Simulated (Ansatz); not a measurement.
CuI:
```
CuI
1.0
    2.14921     1.24085     6.53468
   -2.14921     1.24085     6.53468
    0.00000    -2.48169     6.53468
Cu I
2 2
Direct
  0.12632   0.12632   0.12632
  0.87368   0.87368   0.87368
  0.00000   0.00000   0.00000
  0.50000   0.50000   0.50000
```

Relaxed with LDA. Special points in fractions of this cell's reciprocal vectors: Γ (0.000, 0.000, 0.000); T (0.500, 0.500, 0.500); H2 (0.809, 0.191, 0.500); H0 (0.500, -0.191, 0.191); L (0.500, 0.000, 0.000); S0 (0.345, -0.345, 0.000); S2 (0.655, 0.000, 0.345); F (0.500, 0.000, 0.500).

Problem. List the band energies nearest the Fermi level at these points for DFT-LDA in the program Ansatz with PAW potentials.

Solution. In eV from the Fermi level; about four levels below and three above (degenerate sets whole), none deeper than 8.9 eV; points with the same levels are listed once.

```csv
k,below,above
Γ,-0.54 -0.17 0.00 0.00,2.85 2.85 4.23
T,-0.74 -0.74 -0.62 -0.62,0.37 3.53 3.53
H2,-1.86 -1.71 -1.23 -1.20,2.32 4.24 4.54
L,-1.88 -1.81 -1.69 -0.73,1.35 4.87 5.23
S0,-1.92 -1.64 -1.35 -1.17,2.42 4.32 4.67
F,-2.22 -1.55 -0.71 -0.34,0.44 2.35 5.14
```

Space group R-3m. The first step of the workflow began from a Materials Project structure, measured or hypothetical; the Crystallography Open Database copy checked does not list it. It is not the phase usual at ambient conditions (space group No. 216). Symmetry was held in the LDA relaxation; phonons show weakly imaginary modes. The run is not spin-polarised. Its formation energy is positive at this level, so the cell may be metastable or incomplete. A small band overlap can be real or an error of a semilocal functional. The Fermi level of a semimetal is unsure by some 0.05 eV on such meshes. Spin–orbit coupling is left out wherever it is not named.

Potentials: the later of the program's two PAW sets.
